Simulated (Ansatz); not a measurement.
Sr: an elastic constant from a strain scan

These are results of DFT r2SCAN, scalar-relativistic, plane waves, PAW in Ansatz 0.2.0, not measurements. Cutoff 500 eV, Γ-centred 12×12×8 k-points, Gaussian smearing of 0.15 eV. No spin polarisation. Energies are free energies at this smearing, counted from the undisturbed cell; pressure is positive in compression.

Zero of the scan (as given, not relaxed at this level; it stands at 0.1 GPa; this form isn't the usual structure):

```
Sr
1.0
     4.31000    0.00000    0.00000
    -2.15500    3.73257    0.00000
     0.00000    0.00000    7.05000
Sr
2
Cartesian
  0.0000 2.4884 1.7625
  2.1550 1.2442 5.2875
```

The cell is strained by ε times the Voigt pattern (0, 0, 1, 0, 0, 0) (xx, yy, zz, yz, xz, xy; engineering shear) with fractional coordinates fixed. The cell holds 2 atoms in V0 = 113.42 Å³. The stress column is τ = (1/V0) dE/dε, got from the stress tensor σ (compression positive) at each point as −det(1 + εP) σ : P(1 + εP)⁻¹, with P the pattern as a tensor.

| ε | ΔE (meV/atom) | τ (GPa) |
| --- | --- | --- |
| -0.0200 | 3.613 | -0.799 |
| -0.0150 | 2.326 | -0.655 |
| -0.0100 | 1.294 | -0.511 |
| -0.0050 | 0.519 | -0.366 |
| 0.0000 | 0.000 | -0.221 |
| 0.0050 | -0.262 | -0.076 |
| 0.0100 | -0.271 | 0.067 |
| 0.0150 | -0.028 | 0.208 |
| 0.0175 | 0.186 | 0.277 |
| 0.0200 | ? | ? |

Question: Which combination of elastic constants does this scan measure, and how large is it?

Answer: For small ε, τ = τ0 + Kε with K = pᵀCp, which for this pattern is C33 in the Cartesian frame shown. The parabola through τ at ε = -0.0050, 0 and 0.0050 has slope K = 28.9 GPa at zero. The energies per cell, E = NΔE, of the same two points give K = 2[E(ε₊)/ε₊ − E(ε₋)/ε₋]/[(ε₊ − ε₋)V0] = 29.0 GPa, in agreement.

Question: Predict the withheld row at ε = 0.0200 from the harmonic law, and compare.

Answer: ΔE = V0(τ0 ε + Kε²/2)/N = 0.486 meV/atom and τ = 0.36 GPa. The calculation gives 0.462 meV/atom and 0.35 GPa, a miss of 4.9 % of the harmonic energy, so the harmonic law still holds here.

In a metal these slopes depend on the k mesh and the smearing.